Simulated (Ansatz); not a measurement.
**Si$_{2}$NiPt: vibrational free energy, entropy and heat capacity**

All numbers below come from DFT PBE, scalar-relativistic, plane waves, PAW (Ansatz 0.2.0). Settings: 420 eV plane-wave cutoff, Γ-centred 14×14×10 mesh, Fermi-Dirac smearing of 0.15 eV. No spin polarisation. Phonons by linear response, acoustic sum rule imposed.

Relaxed structure:
```
CELL_PARAMETERS angstrom
3.30790 0.00000 0.00000
0.00000 3.30790 0.00000
0.00000 0.00000 4.88959
ATOMIC_POSITIONS crystal
Si 0.50000 0.50000 0.85065
Si 0.00000 0.00000 0.16444
Ni 0.50000 0.50000 0.32410
Pt 0.00000 0.00000 0.66082
```

The cell was found from a structure generator's guess, not taken from experiment. In a metal, frequencies and elastic constants depend on the k mesh and the smearing, soft modes and shear constants most. Spin–orbit coupling is left out, which matters for heavy elements. The q mesh is coarse, so values between its points are rough.

Force constants from linear response on a 2×2×2 q mesh, interpolated to a fine mesh.

Phonon density of states, in bins of 10 cm⁻¹:
| bin centre (cm⁻¹) | share of modes (%) |
| --- | --- |
| 5 | 0.0 |
| 15 | 0.0 |
| 25 | 0.1 |
| 35 | 0.2 |
| 45 | 0.4 |
| 55 | 1.1 |
| 65 | 2.5 |
| 75 | 5.9 |
| 85 | 6.5 |
| 95 | 1.7 |
| 105 | 3.3 |
| 115 | 3.0 |
| 125 | 1.3 |
| 135 | 2.6 |
| 145 | 5.6 |
| 155 | 4.6 |
| 165 | 2.5 |
| 175 | 3.6 |
| 185 | 5.5 |
| 195 | 2.9 |
| 205 | 4.1 |
| 215 | 2.7 |
| 225 | 3.7 |
| 235 | 1.8 |
| 245 | 0.7 |
| 255 | 2.1 |
| 265 | 2.9 |
| 275 | 2.0 |
| 285 | 1.8 |
| 295 | 1.9 |
| 305 | 3.2 |
| 315 | 2.6 |
| 325 | 2.3 |
| 335 | 2.9 |
| 345 | 2.5 |
| 355 | 1.1 |
| 365 | 0.0 |
| 375 | 0.0 |
| 385 | 0.6 |
| 395 | 2.0 |
| 405 | 1.7 |
| 415 | 1.7 |
| 425 | 1.8 |
| 435 | 0.5 |
| 445 | 0.0 |

Question: Give the zero-point energy per atom.

Answer: 38.5 meV.

Question: How large are the vibrational entropy and heat capacity at 300 K?

Answer: S = 3.58 k_B and C_V = 2.72 k_B per atom, 91 % of the Dulong–Petit value.

Question: Tabulate them against temperature.

Answer:
```
T (K)  F_vib (meV/atom)  S (k_B/atom)  C_V (k_B/atom)
  100              35.1          1.10            1.61
  200              19.1          2.53            2.45
  300              -7.4          3.58            2.72
  400             -41.9          4.38            2.84
  500             -82.5          5.02            2.89
  600            -128.2          5.56            2.93
  700            -178.1          6.01            2.94
  800            -231.6          6.40            2.96
  900            -288.3          6.75            2.97
 1000            -347.8          7.06            2.97
```
